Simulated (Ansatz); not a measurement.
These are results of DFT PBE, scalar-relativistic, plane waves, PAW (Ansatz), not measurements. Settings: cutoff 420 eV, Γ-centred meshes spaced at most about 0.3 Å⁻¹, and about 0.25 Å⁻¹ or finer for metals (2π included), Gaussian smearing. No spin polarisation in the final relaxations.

Temperature and zero-point effects are left out. All come from trial cells, and lower structures may exist.

**Question.** Order these relaxed structures of HfH5 by energy, lowest first, with the energy over the lowest of them.
1. Space group F-43m (No. 216), cubic, a = 5.136 Å. Hf has 16 H at 2.13–2.22 Å; H on a site of symmetry 3m has 6 H at 1.80–1.83 Å, 3 H at 2.13 Å and 3 Hf at 2.13 Å; around H on a site of symmetry -43m lie 12 H at 2.13 Å and 4 Hf at 2.22 Å.
2. Space group Cmmm (No. 65), orthorhombic, a = 3.289 Å, b = 6.853 Å, c = 3.279 Å. Hf has 10 H at 1.97–2.15 Å and 4 H at 2.32 Å; around H on a site of symmetry m2m lie 4 H at 1.86–1.96 Å, 2 H at 2.08 Å, 3 Hf at 2.08–2.15 Å and 4 H at 2.33 Å; H on a second site of symmetry m2m has 7 H at 1.96–2.17 Å, 2 Hf at 1.97 Å and 5 H at 2.33–2.34 Å; H on a site of symmetry mmm has 8 H at 1.97–2.08 Å, 4 Hf at 2.32 Å and 2 H at 2.34 Å.
3. Space group P4mm (No. 99), tetragonal, a = 3.072 Å, c = 5.530 Å. Hf is surrounded by 4 H at 1.94 Å, 5 H at 2.21–2.26 Å, 1 H at 2.50 Å, 1 H at 3.03 Å and 4 Hf at 3.07 Å; H on a site of symmetry 4mm is surrounded by 4 Hf at 2.26 Å, 4 H at 2.36 Å and 4 H at 2.69 Å; H on a second site of symmetry 4mm has 1 H at 0.82 Å, 4 H at 2.03 Å and 1 Hf at 2.50 Å; H on a site of symmetry 2mm is surrounded by 2 Hf at 1.94 Å, 2 H at 2.03 Å, 4 H at 2.17 Å and 2 H at 2.36 Å; 1 more site not described.
4. Space group P-62m (No. 189), hexagonal, a = 3.674 Å, c = 3.254 Å. Around Hf lie 6 H at 1.99 Å and 6 H at 2.12 Å; around H on a site of symmetry -6 lie 9 H at 2.06–2.12 Å and 3 Hf at 2.12 Å; H on a site of symmetry m2m has 6 H at 1.97–2.06 Å, 2 Hf at 1.99 Å and 4 H at 2.20 Å.

**Answer.** 2 (0 meV/atom), 4 (12 meV/atom), 3 (31 meV/atom), 1 (175 meV/atom). Forms: 2 Cmmm; 4 P-62m; 3 P4mm; 1 F-43m. Counting H atoms around Hf (those within 1.25 times the shortest such distance or 1.15 times the sum of covalent radii, 1.27 where that leaves under three; a plus sign parts nearer from farther groups): cell 2 has Hf 14; cell 4 has Hf 12; cell 3 has Hf 4+5; cell 1 has Hf 16. Cell 3 holds H–H pairs (shortest 0.82 Å) (bonds between like non-metal atoms; other contacts aren't counted). Even the lowest lies +0.03 eV/atom against the elements.

The k mesh leaves some 4 meV/atom of noise in the energy of each metallic cell. These runs have no spin–orbit coupling, which can matter for Hf. With hydrogen, zero-point motion can shift such differences by 10 meV/atom or more. A magnetic state wasn't ruled out in cells without spin, among them Cmmm, P-62m, P4mm, F-43m. Cells relaxed within their symmetry can be saddle points. The Cmmm cell of HfH5 came from shaking the P-62m one. Some candidate types were left out of the draw beforehand, so a known form may be missing.
